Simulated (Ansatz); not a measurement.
## Formation energy of CsCl-type GdO

The computed numbers are results of r²SCAN, scalar-relativistic (collinear spin) in the plane-wave PAW code Ansatz at 500 eV, 12×12×12 k-mesh, Gaussian smearing of 0.05 eV; PAW files: Ansatz's generated set soft_2.

The start was a prototype's sites filled with these elements. The Crystallography Open Database lists the compound in space group F-43m, so this is a trial structure.

The structure is cubic, space group Pm-3m (No. 221). The conventional cell has a = 2.994 Å, b = 2.994 Å, c = 2.994 Å, α = 90.00°, β = 90.00°, γ = 90.00°. Gd (site symmetry m-3m) has 8 O at 2.59 Å as nearest neighbours. Around O (site symmetry m-3m) lie 8 Gd at 2.59 Å. (Shells end 15 % past the nearest neighbour.)

The elements were computed in their standard states (gases as isolated molecules) with the same datasets, cutoff and functional. The compound's run is ferromagnetic, with site spin moments Gd 7.14 μB. Total energies depend on the potentials used, so only differences within one code and one set of settings carry meaning.

Energy of the relaxed cell (2 atoms, smearing extrapolated to zero): -9917.053 eV. Elements, in eV/atom: Gd -9346.238, O -565.983.

Question: What is the formation energy?

Answer: [-9917.053 − (1 × -9346.238 + 1 × -565.983)] / 2 = -2.42 eV/atom, or -233 kJ per mole of atoms.

The value is for 0 K, without zero-point energy and without any correction for the binding of gas molecules. Uncorrected semilocal values for oxides, chalcogenides and halides often miss by tenths of an eV an atom. A negative value shows stability against the elements alone, not against other compounds or structures.

Without a U the 4f levels of Gd lie too near the Fermi level, so their share of the states there, and what hangs on it, is overstated. The equation of state at this level isn't smooth, a sign that the magnetic state shifts with volume and isn't converged in the mesh. Spin–orbit coupling, which matters for such heavy elements, is left out. The run wasn't fully tested for a lower electronic state. Site moments are of spin, integrated over atomic spheres. The moments were started parallel, and the real magnetic order may be another.
